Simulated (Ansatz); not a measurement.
**La2O3, one structure, two calculations**

Cell: a computed structure from the Materials Project (it need not be an observed phase), atoms as given.

```
CELL_PARAMETERS angstrom
3.93078 0.00000 0.00000
-1.96539 3.40415 0.00000
0.00000 0.00000 6.11195
ATOMIC_POSITIONS crystal
La 0.66667 0.33333 0.75376
La 0.33333 0.66667 0.24624
O 0.66667 0.33333 0.35411
O 0.33333 0.66667 0.64589
O 0.00000 0.00000 0.00000
```

Atom numbers follow the list; atoms alike are taken as one site, whose name carries the number of the first.

First run. Level of theory: DFT, PBE, plane waves and PAW, scalar-relativistic, 420 eV cutoff, Γ-centred 7×7×4 k-points, Fermi–Dirac smearing 0.02 eV (Ansatz 0.2.0).

| site | atom | V_zz (10²¹ V/m²) | η |
| --- | --- | --- | --- |
| La | 1 | 11.23 | 0.00 |
| O3 | 3 | 0.81 | 0.00 |
| O5 | 5 | -0.88 | 0.00 |

Second run. The same atoms and settings, except that spin–orbit coupling is included (fully relativistic PAW files).

(1) What does the second run give?

Results:

(1) 

| site | atom | V_zz | η | change of V_zz |
| --- | --- | --- | --- | --- |
| La | 1 | 11.27 | 0.00 | +0.04 |
| O3 | 3 | 0.81 | 0.00 | 0.00 |
| O5 | 5 | -0.88 | 0.00 | 0.00 |

The largest change of V_zz is on La, from 11.23 to 11.27.
